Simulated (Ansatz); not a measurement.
## Is this Cd₄SeS₃ structure stable?

It was reached by relaxing an invented guess, and it needn't be the stable form of this composition.

All numbers below come from DFT PBE, scalar-relativistic, plane waves, PAW in Ansatz 0.2.0. The final run on the 8-atom cell used 420 eV, a Γ-centred 6×6×6 mesh, 0.02 eV smearing and no spin polarisation.

```
Cd Se S
1.0
     5.99197    0.00000    0.00000
     0.00000    5.99197    0.00000
     0.00000    0.00000    5.99197
Cd Se S
4 1 3
Direct
  0.24427 0.75573 0.24427
  0.24427 0.24427 0.75573
  0.75573 0.75573 0.75573
  0.75573 0.24427 0.24427
  0.50000 0.50000 0.50000
  0.50000 0.00000 0.00000
  0.00000 0.00000 0.50000
  0.00000 0.50000 0.00000
```

Formation energies are uncorrected and refer to the elements' standard structures at the same level.

Question: These tests were run: energy against the elements; random kick, then relaxation without symmetry; phonons at Γ; elastic tensor. What do they show?

Answer:

```
                                         test                       result
                  energy against the elements               −0.647 eV/atom
random kick, then relaxation without symmetry                      returns
                                 phonons at Γ  lowest optical mode 50 cm⁻¹
                               elastic tensor      least eigenvalue 19 GPa
```

It fails none of these tests. Other phases of the system weren't compared here, so this isn't yet thermodynamic stability. Phonons away from Γ weren't computed.

The reference forms of S and Se are held partly by dispersion forces, which this level lacks. The kick test ran on a coarse mesh. The run for the phonons used a 6×6×6 k mesh. The run for the elastic tensor used a 6×6×6 k mesh.
